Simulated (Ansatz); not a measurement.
Eigenvalues along a path: AlPt

```yaml
crystal:
  lattice:
    - [2.53297, 0.00000, 0.00000]
    - [0.00000, 2.53297, 0.00000]
    - [0.00000, 0.00000, 2.53297]
  atoms:
    - { symbol: Al, position: [0.00000, 0.00000, 0.00000] }
    - { symbol: Pt, position: [0.50000, 0.50000, 0.50000] }
```

The base volume is that of a database entry, so it needn't be at zero pressure; the structure needn't be the stable phase, at rest or compressed.

Level of theory: DFT with LDA, scalar-relativistic, in Ansatz 0.2.0; a Γ-centred 12×12×12 k mesh, Fermi–Dirac smearing of 0.05 eV, no spin polarisation. LAPW: all electrons, basis error target 1 meV/atom.

This run: volume at 0.55 of the series' base cell.

Spin–orbit coupling is left out, which matters for the heavy atoms.

Path points, in fractions of the reciprocal vectors: Γ (0.000, 0.000, 0.000), X (0.000, 0.500, 0.000), M (0.500, 0.500, 0.000), R (0.500, 0.500, 0.500). The distance column jumps between branches of the path. Levels in eV from the Fermi level; bands 24 to 34, counted from the lowest band of the run. The gap is zero, the pressure 401.3 GPa.

```
# k(1/Å) point b24 b25 b26 b27 b28 b29 b30 b31 b32 b33 b34
0.000 Γ -18.93 -12.99 -12.99 -5.41 -5.41 -5.41 4.37 4.37 4.37 10.24 10.24
0.207 - -18.71 -12.91 -12.81 -5.73 -5.73 -5.38 3.57 4.77 4.77 9.29 10.88
0.413 - -18.09 -12.69 -12.32 -6.48 -6.48 -5.27 1.96 5.74 5.74 7.38 12.05
0.620 - -17.18 -12.35 -11.65 -7.35 -7.35 -5.13 0.41 5.43 6.90 6.90 13.00
0.827 - -16.17 -11.99 -11.07 -8.09 -8.09 -4.97 -0.61 3.82 7.94 7.94 13.43
1.034 - -15.29 -11.70 -10.86 -8.58 -8.58 -4.86 -0.95 2.75 8.67 8.67 13.11
1.240 X -14.91 -11.58 -10.86 -8.74 -8.74 -4.82 -0.95 2.38 8.93 8.93 12.72
1.447 - -14.66 -11.42 -11.40 -8.72 -8.36 -5.15 -0.95 2.84 8.10 9.60 12.69
1.654 - -14.02 -12.43 -10.86 -8.65 -7.72 -5.95 -0.99 4.07 6.39 11.42 12.52
1.860 - -13.46 -13.23 -9.84 -8.55 -7.12 -6.86 -1.12 4.70 5.74 12.16 12.75
2.067 - -14.29 -12.56 -8.45 -8.38 -7.65 -6.63 -1.44 3.47 7.41 11.66 11.88
2.274 - -14.82 -12.12 -8.37 -8.17 -6.89 -6.29 -1.96 2.85 8.49 10.98 12.22
2.481 M -15.00 -11.96 -8.35 -8.35 -6.17 -6.17 -2.29 2.70 8.77 10.74 12.79
2.773 - -14.66 -12.26 -8.21 -8.18 -7.04 -6.91 -1.63 2.92 8.28 11.21 12.79
3.065 - -14.31 -12.63 -8.72 -8.34 -7.82 -7.71 -0.37 3.33 7.23 12.33 14.35
3.358 - -15.60 -11.99 -10.42 -8.96 -7.21 -7.02 1.03 3.71 6.73 10.39 14.61
3.650 - -17.27 -12.26 -11.79 -7.67 -6.45 -6.26 2.49 3.83 7.35 7.58 12.36
3.942 - -18.49 -12.79 -12.68 -6.06 -5.73 -5.65 3.79 4.10 5.18 9.23 10.81
4.235 Γ -18.93 -12.99 -12.99 -5.41 -5.41 -5.41 4.37 4.37 4.37 10.24 10.24
4.593 - -18.27 -12.61 -12.61 -6.10 -5.99 -5.99 4.19 4.19 4.59 10.03 10.03
4.951 - -16.46 -11.56 -11.56 -7.62 -7.51 -7.51 4.03 4.03 5.44 10.59 10.59
5.309 - -14.31 -10.79 -10.79 -8.53 -8.53 -8.41 4.24 4.24 6.59 10.96 11.54
5.667 - -13.52 -12.05 -12.05 -6.75 -6.75 -6.35 4.10 4.10 5.48 9.47 11.15
6.025 - -13.57 -13.18 -13.18 -4.10 -4.10 -2.22 2.49 2.49 2.92 10.34 10.65
6.383 R -13.59 -13.59 -13.59 -2.05 -2.05 0.61 0.61 0.61 1.91 10.65 10.65
6.675 - -13.63 -13.37 -13.20 -4.04 -3.35 -0.02 0.01 2.59 2.83 10.35 10.36
6.967 - -13.63 -12.74 -12.19 -6.57 -6.30 -1.59 -0.44 4.50 5.87 9.37 9.49
7.260 - -13.38 -11.74 -11.55 -8.69 -8.24 -3.57 -0.71 7.25 7.61 8.21 8.62
7.552 - -13.01 -12.73 -10.49 -10.28 -7.12 -5.65 -0.88 5.32 8.19 9.12 10.34
7.844 - -14.41 -11.69 -11.25 -9.29 -7.60 -5.49 -0.95 3.26 8.48 9.06 12.49
8.137 X -14.91 -11.58 -10.86 -8.74 -8.74 -4.82 -0.95 2.38 8.93 8.93 12.72
9.891 R -13.59 -13.59 -13.59 -2.05 -2.05 0.61 0.61 0.61 1.91 10.65 10.65
10.098 - -13.70 -13.39 -13.39 -3.70 -2.06 0.28 0.28 1.59 2.25 10.60 10.87
10.304 - -13.98 -12.82 -12.82 -6.25 -2.11 -0.62 -0.62 2.43 3.23 10.47 11.40
10.511 - -14.35 -11.89 -11.89 -8.60 -2.17 -1.95 -1.95 2.72 4.72 10.31 12.02
10.718 - -14.68 -10.67 -10.67 -10.42 -3.52 -3.52 -2.23 2.75 6.50 10.21 12.49
10.924 - -14.92 -11.57 -9.28 -9.28 -5.15 -5.15 -2.28 2.72 8.14 10.36 12.73
11.131 M -15.00 -11.96 -8.35 -8.35 -6.17 -6.17 -2.29 2.70 8.77 10.74 12.79
```
